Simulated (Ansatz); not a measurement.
The relaxed structure here is a generated cell of As: the first start was made by placing the elements on the sites of a structure type, and the end was not matched to a known phase here, so it may be hypothetical. Known forms of As include space group No. 166.

A relaxed cell of As (Pm-3m (No. 221)), relaxed on a k-mesh at least as fine as the one used below. All values below come from PBEsol (plane waves to 420 eV, PAW, scalar-relativistic; Ansatz, an electronic-structure program). Γ-centred k-mesh 12×12×12 on the run's cell (coarser than for final values), Fermi–Dirac smearing 0.05 eV.

```
As
1.0
    5.37942     0.00000     0.00000
    2.68971     2.68971     0.00000
    2.68971     0.00000     2.68971
As
2
Cartesian
  6.72428   1.34486   1.34486
  4.03457   1.34486   1.34486
```

The atoms are displaced along an unstable phonon of this cell by (Å):

```tsv
atom	ux	uy	uz
As1	0.000	0.000	0.150
As2	0.000	0.000	-0.150
```

**Question.** What forces (eV/Å) and pressure result?

**Answer.** 
| atom | Fx | Fy | Fz |
|---|---|---|---|
| As1 | 0.00 | 0.00 | -0.40 |
| As2 | 0.00 | 0.00 | 0.40 |

Pressure +3.9 GPa.

**Question.** Estimate the energy cost of the displacement in the harmonic approximation and compare with the calculation.

**Answer.** For a harmonic well ΔE = −½ Σ F·u = 0.060 eV a cell, or 30 meV/atom. The calculated energy relative to the undisplaced cell is -0.03 eV/atom, so anharmonic terms matter at this amplitude.

The undisplaced cell is probably no minimum: from this displacement the run went on to I4/mmm (No. 139), 0.05 eV/atom below it.

No spin polarisation in the result. The relaxed primitive cell holds an odd number of electrons. A magnetic state may lie lower.
